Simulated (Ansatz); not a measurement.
# Computed properties of SiC

SiC:
```
CELL_PARAMETERS angstrom
      3.07938     0.00000     0.00000
     -1.53969     2.66682     0.00000
      0.00000     0.00000    20.13703
ATOMIC_POSITIONS crystal
  Si 0.33333 0.66667 0.25011
  Si 0.66667 0.33333 0.75011
  C  0.33333 0.66667 0.96891
  C  0.66667 0.33333 0.46891
  C  0.00000 0.00000 0.09386
  C  0.00000 0.00000 0.59386
  C  0.33333 0.66667 0.34412
  C  0.66667 0.33333 0.84412
  C  0.33333 0.66667 0.71874
  C  0.66667 0.33333 0.21874
  Si 0.33333 0.66667 0.62499
  Si 0.66667 0.33333 0.12499
  Si 0.00000 0.00000 0.00009
  Si 0.00000 0.00000 0.50009
  Si 0.33333 0.66667 0.87518
  Si 0.66667 0.33333 0.37518
```

Space group P6_3mc (No. 186); conventional cell a = b = 3.0794 Å, c = 20.1370 Å, α = β = 90.00°, γ = 120.00°.

Method: DFT-PBEsol in the program Ansatz with PAW potentials. Geometry: relaxed at this level of theory. Other levels are named where they apply.

Cell and energy:

- Volume per atom = 10.34 Å³
- Density = 3.22 g/cm³
- Formation energy from the elements (no fitted shifts) = -0.26 eV/atom

Electronic structure:

* **Band gap**: 1.66 eV (indirect)
* **Valence-band maximum**: at Γ
* **Conduction-band minimum**: at M (3 equivalent valleys)
* **Smallest direct gap on the standard path**: 2.75 eV
* **Electron effective mass**: 0.23, 0.51, 0.57 mₑ (principal values)
* **Weight of the conduction-edge state by species (Voronoi cells)**: Si 61 %, C 39 %
* **Hole effective mass, band 1 of 2 at the edge**: 4.1 along x, 1.6 along z (mₑ)
* **Hole effective mass, band 2 of 2 at the edge**: 0.30 along x, 1.6 along z (mₑ)
* **Weight of the valence-edge state by species (Voronoi cells)**: C 80 %, Si 20 %
* **HSE06 gap on the PBEsol cell**: 2.66 eV

Mechanics:

- Bulk modulus (Birch–Murnaghan fit) = 222 GPa
- Pressure derivative B′ = 3.9
- Elastic constants (relaxed ions, GPa) = C11 = 492, C12 = 115, C13 = 58.9, C33 = 545, C44 = 161
- Mechanical stability = stable (all eigenvalues of C positive)
- Hill bulk and shear moduli = 222 and 186 GPa
- Young's modulus = 437 GPa
- Poisson's ratio = 0.17
- Debye temperature from the elastic constants = 1140 K
- Piezoelectric stress constants (proper, relaxed ions, C/m²) = e15 = e24 = -0.03, e31 = e32 = -0.05, e33 = 0.13

Dielectric response:

* **Electronic dielectric constant ε∞ (DFPT)**: 7.10 (xx = yy), 7.31 (zz)
* **Born charges (a third of the trace)**: Si +2.65 to +2.75, C -2.74 to -2.71 e
* **Largest static χ(2) component**: 29 pm/V

The workflow started from an entry of the Crystallography Open Database (COD). Its sites differ from those of the usual phase in this space group: another stacking or structure type. The PBEsol relaxation kept the symmetry of its start; its stability against distortions is not shown here. The references are the lowest solids computed at this level, not always the standard phases.

Potentials: the later of the program's two PAW sets.
